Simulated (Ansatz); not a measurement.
Input and command of a plane-wave DFT calculation in Ansatz:

```yaml
crystal:
  lattice:
    - [6.400294, 0.075774, 0.002298]
    - [0.075774, 6.412219, 0.041525]
    - [0.002298, 0.041525, 6.562577]
  atoms:
    - { symbol: Si, position: [0.0073822288, 0.7611696246, 0.0766399574] }
    - { symbol: Si, position: [0.9567667761, 0.2689418918, 0.5479079705] }
    - { symbol: Si, position: [0.6754798911, 0.9592725922, 0.0756089603] }
    - { symbol: Si, position: [0.7468465869, 0.5893690587, 0.7283796041] }
    - { symbol: Si, position: [0.3621862899, 0.7869931745, 0.2750425382] }
    - { symbol: Si, position: [0.9707954849, 0.5827423257, 0.3722284352] }
    - { symbol: Si, position: [0.113329242, 0.7139280521, 0.6886413978] }
    - { symbol: Si, position: [0.3365035381, 0.4077324956, 0.5455967881] }
    - { symbol: Si, position: [0.2407936438, 0.3143572714, 0.241344665] }
    - { symbol: Si, position: [0.5959667932, 0.9258392883, 0.6487171952] }
    - { symbol: Ni, position: [0.3286854262, 0.0415498873, 0.0597890413] }
    - { symbol: Ni, position: [0.2339384902, 0.9982070598, 0.663040782] }
    - { symbol: Ni, position: [0.5809593066, 0.5226886482, 0.3156747947] }
    - { symbol: Ni, position: [0.8802881468, 0.0360728885, 0.8445712762] }
    - { symbol: Ni, position: [0.0285775316, 0.9781534059, 0.334435873] }
    - { symbol: Ni, position: [0.8912777383, 0.2714778828, 0.167718615] }
    - { symbol: Ni, position: [0.532881239, 0.2724283459, 0.8009666941] }
    - { symbol: Ni, position: [0.5748947183, 0.1636613348, 0.4030993494] }
    - { symbol: Ni, position: [0.4895003143, 0.7660683086, 0.8972826383] }
    - { symbol: Ni, position: [0.2026934868, 0.3912193994, 0.8652611405] }
  symmetry: { detect: false }
basis:
  ecutwfc: 420
  xc_grid: 1
kpoints:
  mp_grid: { grid: [1, 1, 1], shift: [0.25, 0.25, 0.25] }
hamiltonian:
  xc: pbe
scf:
  occupations: { method: fermi_dirac, width: 0.2137 }
  lower_state_search: "off"
  convergence: { dr2_threshold: 1.0e-05 }
output:
  forces: true
  stress: true
md:
  timestep: 3.0
  n_steps: 185
  ensemble: nvt_langevin
  friction: 0.005
  temperature: 2480.0
  initial_velocities: maxwell_boltzmann
  seed: 47976
```

```bash
ansatz run input.yaml --threads 2 --pin off --max-ram 5120MiB --backend cpu --events-out ev --progress --plain --runs-dir out
```

Processor: Intel(R) Xeon(R) Processor @ 2.70GHz, 2 threads, on a host shared with other jobs.

Q: Estimate time, memory and problem size.

A: About 7.8 min on 2 threads of Intel(R) Xeon(R) Processor @ 2.70GHz, on a shared host, peak memory 0.55 GiB. It solves 137 bands at 1 k points (the mesh reduced by the symmetry that the task leaves, which can be less than the crystal's) with about 5265 plane waves, in 864 SCF iterations.
